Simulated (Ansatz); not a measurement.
PbS:
```
CELL_PARAMETERS angstrom
      4.12313     0.00000     0.00000
     -2.06157     3.57074     0.00000
      0.00000     0.00000     7.33320
ATOMIC_POSITIONS crystal
  Pb 0.00000 0.00000 0.00000
  Pb 0.00000 0.00000 0.50000
  S  0.33333 0.66667 0.25000
  S  0.66667 0.33333 0.75000
```

Relaxed with r²SCAN.

Problem. Give the Bader charges and basin volumes of the independent atoms, plane-wave PAW r²SCAN (Ansatz code).

Solution. 

| atom | Bader charge (e) | Bader volume (Å³) |
|---|---|---|
| Pb1 | +1.05 | 24.6 |
| S3 | -1.05 | 29.3 |

Space group P6_3/mmc (NiAs type). The start of the workflow was typed in or built on a structure type; neither database checked (COD, Materials Project) lists it. It is not the phase usual at ambient conditions (space group No. 225). Symmetry was held in the r²SCAN relaxation; its stability against distortions is not shown here. Scalar-relativistic: spin–orbit coupling is off unless named, which matters more the heavier the elements.

Potentials: the later of the program's two PAW sets.
